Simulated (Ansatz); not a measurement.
Cl:
```
Cl
1.0
    3.18739    -2.03560     0.00000
    3.18739     2.03560     0.00000
    0.00000     0.00000     8.19500
Cl
4
Cartesian
  3.18739  -1.53830   4.97201
  3.18739   1.53830   3.22298
  3.18739  -0.49729   0.87451
  3.18739   0.49729   7.32048
```

Relaxed with r²SCAN+D4. Special points in fractions of this cell's reciprocal vectors: Γ (0.000, 0.000, 0.000); Y (0.500, 0.500, 0.000); F0 (0.352, 0.648, 0.000); Δ0 (-0.352, 0.352, 0.000); Z (0.000, 0.000, 0.500); B0 (-0.352, 0.352, 0.500); G0 (0.352, 0.648, 0.500); T (0.500, 0.500, 0.500); S (0.000, 0.500, 0.000); R (0.000, 0.500, 0.500).

List the band energies nearest the valence-band maximum at these points for r²SCAN+D4 in the plane-wave PAW code Ansatz.

In eV from the valence-band maximum; about four levels below and three above (degenerate sets whole), none deeper than 8.9 eV; points with the same levels are listed once.

| k | below | above |
|---|---|---|
| Γ | -0.92 -0.40 -0.12 0.00 | 2.62 3.57 7.56 |
| Y | -1.50 -1.15 -0.46 -0.23 | 2.70 3.33 8.76 |
| F0 | -1.22 -0.86 -0.43 -0.22 | 2.99 3.29 9.44 |
| Z | -0.80 -0.80 -0.06 -0.06 | 3.04 3.04 7.92 7.92 |
| B0 | -0.69 -0.69 -0.45 -0.45 | 3.06 3.06 10.17 10.17 |
| T | -0.92 -0.92 -0.83 -0.83 | 2.96 2.96 9.39 9.39 |
| S | -0.89 -0.89 -0.29 -0.29 | 3.32 3.32 8.52 8.52 |
| R | -0.65 -0.65 -0.07 -0.07 | 3.03 3.03 8.81 8.81 |

Space group Cmce (molecular I2 type). Symmetry was held in the r²SCAN+D4 relaxation. The substance is a gas or liquid at ambient conditions; this is its low-temperature solid.

Potentials: the later of the program's two PAW sets.
